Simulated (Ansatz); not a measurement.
A geometry of CeO₂ away from equilibrium: the start of the relaxation of a generated cell, CeO2 placed in the rutile structure type. Computed with r2SCAN (plane waves to 500 eV, PAW, scalar-relativistic; Ansatz, a program for electronic structure). Γ-centred k-mesh 5×5×7 on the run's cell (coarser than for final values), Fermi–Dirac smearing 0.05 eV.

```xyz
6
Lattice="5.3832 0.0000 0.0000 0.0000 5.3832 0.0000 0.0000 0.0000 3.4668" Properties=species:S:1:pos:R:3 pbc="T T T"
Ce     0.0000     0.0000     0.0000
Ce     2.6916     2.6916     1.7334
O      1.6416     1.6416     0.0000
O      4.3332     1.0499     1.7334
O      1.0499     4.3332     1.7334
O      3.7415     3.7415     0.0000
```
Spin-polarised start, with parallel moments on Ce.

Question: Predict the force on each atom, in eV/Å.

Answer: 
```csv
atom,Fx,Fy,Fz
Ce1,0.00,0.00,0.00
Ce2,0.00,0.00,0.00
O3,0.41,0.41,0.00
O4,0.41,-0.41,0.00
O5,-0.41,0.41,0.00
O6,-0.41,-0.41,0.00
```

Question: What is the pressure?

Answer: -5.4 GPa, compression positive.

No spin polarisation in the result: the starting moments vanished. The d or f electrons are treated with no Hubbard U. The f-shell occupation is the one the SCF fell into and was not checked against other states.

The run could not lose the symmetry of its start.

The first start was generated by placing the elements on the sites of a structure type. Materials Project lists a structure of CeO2 in the same space group, P4₂/mnm (No. 136); the sites were not compared with it, nor with measured phases. Known forms of CeO2 include space group No. 225.
